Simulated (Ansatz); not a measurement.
Input and output of a single-point calculation on SnTe built on the rocksalt prototype (Ansatz, PBE). The cell was relaxed with r2SCAN and then strained (isotropic -2.5 % on every length), with the atoms relaxed again with r2SCAN; k points keep the names of the unstrained zone.

```yaml
crystal:
  lattice:
    - [0.0, 3.109597076, 3.109597076]
    - [3.109597076, 0.0, 3.109597076]
    - [3.109597076, 3.109597076, 0.0]
  atoms:
    - { symbol: Sn, position: [0.0, 0.0, 0.0] }
    - { symbol: Te, position: [0.5, 0.5, 0.5] }
kpoints:
  mp_grid: { grid: [8, 8, 8] }
  band_path:
    path:
      - [0.0, 0.0, 0.0]
      - [0.5, 0.0, 0.5]
      - [0.625, 0.25, 0.625]
      - [0.375, 0.375, 0.75]
      - [0.5, 0.5, 0.5]
      - [0.5, 0.25, 0.75]
      - [-0.018229, -0.016357, 0.492188]
      - [-0.019857, -0.011475, 0.49056]
    npoints: 1
hamiltonian:
  xc: pbe
scf:
  occupations: { method: fermi_dirac, width: 0.02 }
  n_extra_bands: 4
output:
  forces: true
  stress: true
  eigenvalues: true
  write_density: true
  write_potential: true
  elf: true
  volumetric_format: npy
```

In the abridged output below, numbers in square brackets stand for lines, or ends of lines, that were taken out.
```
Functional definition: PBE
Crystal: 2 atoms, lattice volume = 60.137 Å³
Basis set: ecut = 420 eV, 1243 PW (Γ)
Bands: 19, of which v1, the nominal top of the filled ones, is band 15 counted from 1 (14 counted from 0)
Symmetry: 48 space group operations
Space group: Fm-3m (ITA 225)
k-points: 29 of 512
SCF 1 converged in 6 iterations: F = -13004.671894 eV  dr2 = 2.69e-9
SCF converged after 6 iterations
Free energy (F): -13004.671894 eV
Internal energy: -13004.671877 eV  (E = F + TS)
E sigma→0 (E₀):  -13004.671886 eV
Entropy (-TS):   -0.000018 eV (-0.009 meV/atom)
[1]
--- Stress (GPa, compression-positive) ---
[2]
--- Band table (eV; the first three rows and the last of 29) ---
[3]
```

The rows of the band table are 0: (0, 0, 0) = Γ, 1: (0, 0, 1/8), 2: (0, 0, 1/4), 28: (1/4, -1/2, -1/4) = W.

Problem. Give the withheld lines. They hold the stress, the Fermi energy and the band table.

Solution.
```
[1]
Fermi energy:    10.398526 eV
[2]
        4.481859       0.000000       0.000000
        0.000000       4.481859       0.000000
        0.000000       0.000000       4.481859
  P = ⅓ Tr σ = 4.4819 GPa (44.819 kbar)
[3]
  k-point 0: bands = […, -11.6230, -2.8055, 5.7854, 8.0484, 8.0484, 8.0484, 13.7383, 13.7383, 13.7383, 15.0037]
  k-point 1: bands = […, -11.6220, -2.6659, 4.9578, 8.0714, 8.0714, 8.6442, 13.0144, 13.0144, 13.0660, 14.9417]
  k-point 2: bands = […, -11.6191, -2.2711, 3.5517, 8.1561, 8.1561, 9.3969, 11.8631, 11.8631, 11.9863, 15.4008]
  k-point 28: bands = […, -11.6102, -0.9831, 2.7950, 5.2192, 5.2192, 9.4831, 11.1521, 14.9323, 14.9323, 16.5560]
```
Only the leading digits can be foreseen; the rest is this run's record.

With PBE the gap closes, the bands meeting at k = (-0.018, -0.016, 0.492). The gap is the least over the mesh and the extra points. At this geometry PBE finds +4.48 GPa, compression counted positive: its own equilibrium volume is larger.

Command: `ansatz run input.yaml --threads 2 --pin off --max-ram 2211MiB --backend cpu --events-out ev --progress --plain --runs-dir out`.

The values are computed, spin-unpolarised, and not measurements.

Spin-orbit coupling is left out, which matters wherever the heavy atoms make up the band edges.
